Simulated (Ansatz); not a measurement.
The relaxed structure here is a generated cell of Pd: the first start was made by placing the elements on the sites of a structure type, and the end was not matched to a known phase here, so it may be hypothetical. Known forms of Pd include space group No. 225.

A relaxed cell of Pd (Pm-3m (No. 221)), relaxed on a k-mesh at least as fine as the one used below. The numbers are results of PBEsol (plane waves to 420 eV, PAW, scalar-relativistic; Ansatz, an electronic-structure program), not measurements. Γ-centred k-mesh 7×13×13 on the run's cell (coarser than for final values), Fermi–Dirac smearing 0.05 eV.

```yaml
crystal:
  lattice:
    - [5.13107, 0.00000, 0.00000]
    - [0.00000, 2.56554, 0.00000]
    - [0.00000, 0.00000, 2.56554]
  atoms:
    - { symbol: Pd, position: [0.00000, 0.00000, 0.00000] }
    - { symbol: Pd, position: [0.50000, 0.00000, 0.00000] }
```

The atoms are displaced by (Å):

```
atom      ux      uy      uz
----  ------  ------  ------
Pd1    0.087   0.154  -0.012
Pd2   -0.069  -0.019   0.031
```

What forces (eV/Å) and pressure result?


```json
[
 {"atom": "Pd1", "Fx": "-1.58", "Fy": "0.18", "Fz": "-0.04"},
 {"atom": "Pd2", "Fx": "1.58", "Fy": "-0.18", "Fz": "0.04"}
]
```

Pressure +2.3 GPa.

Estimate the energy cost of the displacement in the harmonic approximation and compare with the calculation.

For a harmonic well ΔE = −½ Σ F·u = 0.106 eV a cell, or 53 meV/atom. The calculated energy relative to the undisplaced cell is +0.05 eV/atom, so the harmonic estimate holds well.

The undisplaced cell is probably no minimum: from this displacement the run went on to Fm-3m (No. 225), 0.60 eV/atom below it.

No spin polarisation in the result.
